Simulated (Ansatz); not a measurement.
Relax this structure to zero stress and force, keeping its symmetry:

```yaml
crystal:
  lattice:
    - [3.10000, -3.14000, 0.00000]
    - [3.10000, 3.14000, 0.00000]
    - [0.00000, 0.00000, 4.40500]
  atoms:
    - { symbol: K, position: [0.00000, 0.00000, 0.50000] }
    - { symbol: Hg, position: [0.50000, 0.50000, 0.00000] }
    - { symbol: F, position: [0.50000, 0.50000, 0.50000] }
    - { symbol: F, position: [0.50000, 0.00000, 0.00000] }
    - { symbol: F, position: [0.00000, 0.50000, 0.00000] }
```

These are results of DFT PBEsol, scalar-relativistic, plane waves, PAW (Ansatz 0.2.0), not measurements.

Cutoff 420 eV; k points 8×8×8 on the computed 5-atom cell (Γ-centred); Gaussian smearing, width 0.02 eV; no spin polarisation.

Problem. What does it relax to?

Solution. The volume increases by 1.26 Å³/atom to 18.41 Å³/atom, and the energy falls by 17.9 meV/atom. Final structure:
```cif
data_structure
_symmetry_space_group_name_H-M 'Cmmm'
_symmetry_Int_Tables_number 65
_cell_length_a 6.3763
_cell_length_b 6.3953
_cell_length_c 4.5151
_cell_angle_alpha 90.000
_cell_angle_beta 90.000
_cell_angle_gamma 90.000
_cell_volume 184.12
loop_
_atom_site_label
_atom_site_type_symbol
_atom_site_symmetry_multiplicity
_atom_site_Wyckoff_symbol
_atom_site_fract_x
_atom_site_fract_y
_atom_site_fract_z
_atom_site_occupancy
K1 K 2 d 0.00000 0.00000 0.50000 1
Hg1 Hg 2 b 0.50000 0.00000 0.00000 1
F1 F 2 c 0.50000 0.00000 0.50000 1
F2 F 4 e 0.25000 0.75000 0.00000 1
```

Spin–orbit coupling is left out, which can shift energies with elements as heavy as these.

Symmetry holds off the tilts and polar distortions that many cubic perovskites undergo.

Cost: 1 run of about 2.1 core-minutes, on Arm Neoverse V2 (shared hosts).